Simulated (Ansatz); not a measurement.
Here is the system:

ZnO (wurtzite)

```cif
data_O2Zn2
_chemical_formula_sum 'Zn2 O2'
_space_group_name_H-M_alt 'P 1'
_space_group_IT_number 1
_cell_length_a 3.23518
_cell_length_b 3.23518
_cell_length_c 5.21141
_cell_angle_alpha 90.000
_cell_angle_beta 90.000
_cell_angle_gamma 120.000
loop_
_space_group_symop_operation_xyz
  'x, y, z'
loop_
_atom_site_label
_atom_site_type_symbol
_atom_site_fract_x
_atom_site_fract_y
_atom_site_fract_z
_atom_site_occupancy
Zn1 Zn 0.66667 0.33333 0.00241 1
Zn2 Zn 0.33333 0.66667 0.50241 1
O1 O 0.66667 0.33333 0.62279 1
O2 O 0.33333 0.66667 0.12279 1
```

Equation-of-state scan: isotropic scaling of the cell above, V₀ being its volume. The atoms relax within the cell's symmetry.

Calculation: r2SCAN (plane waves to 500 eV, PAW, scalar-relativistic; Ansatz, a quantum-chemistry and plane-wave program). k mesh 12×12×7 (Γ-centred), Fermi-Dirac smearing 0.05 eV. The energy includes the smearing's −TS. Compression counts positive. With the shape held, the modulus is that of even scaling; a crystal free to change shape is softer. ZnO was relaxed with its symmetry unable to fall. The zero of ΔE is the relaxed starting cell.

The scan covers V/V₀ from 0.840 to 1.160 in 13 points.

Question: What is the fitted pressure derivative B₀′?

Answer: 4.4.

Question: What bulk modulus at fixed cell shape B₀ follows from a third-order Birch-Murnaghan fit?

Answer: 150 GPa.

(Under strain, the slope of the energy per volume gives the stress and its curvature an elastic modulus.)
